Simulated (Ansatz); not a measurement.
Ru:
```yaml
crystal:
  lattice:
    - [2.70352, 0.00000, 0.00000]
    - [-1.35176, 2.34131, 0.00000]
    - [0.00000, 0.00000, 4.26398]
  atoms:
    - { symbol: Ru, position: [0.33333, 0.66667, 0.75000] }
    - { symbol: Ru, position: [0.66667, 0.33333, 0.25000] }
```

Relaxed with r²SCAN. Special points in fractions of this cell's reciprocal vectors: Γ (0.000, 0.000, 0.000); M (0.500, 0.000, 0.000); K (0.333, 0.333, 0.000); A (0.000, 0.000, 0.500); L (0.500, 0.000, 0.500); H (0.333, 0.333, 0.500).

**Question.** List the band energies nearest the Fermi level at these points for plane-wave PAW r²SCAN with spin–orbit coupling (Ansatz code).

**Answer.** In eV from the Fermi level; about four levels below and three above (degenerate sets whole), none deeper than 8.9 eV; points with the same levels are listed once.

```json
[
 {"k": "Γ", "below": "-1.61 -1.61 -1.46 -1.46", "above": "1.09 1.09 1.27 1.27"},
 {"k": "M", "below": "-1.96 -1.96 -1.63 -1.63", "above": "1.41 1.41 1.79 1.79"},
 {"k": "K", "below": "-3.01 -3.01 -1.18 -1.18", "above": "0.94 0.94 1.09 1.09"},
 {"k": "A", "below": "-2.83 -2.83 -2.83 -2.83", "above": "0.47 0.47 0.47 0.47"},
 {"k": "L", "below": "-1.20 -1.20 -1.20 -1.20", "above": "0.40 0.40 0.40 0.40"},
 {"k": "H", "below": "-1.43 -1.43 -1.21 -1.21", "above": "1.20 1.20 1.25 1.25"}
]
```

Space group P6_3/mmc (hcp (Mg type)). The r²SCAN relaxation kept the symmetry of its start; of distortions, only those at the zone centre were tested. No spin polarisation was allowed.

Potentials: the later of the program's two PAW sets.
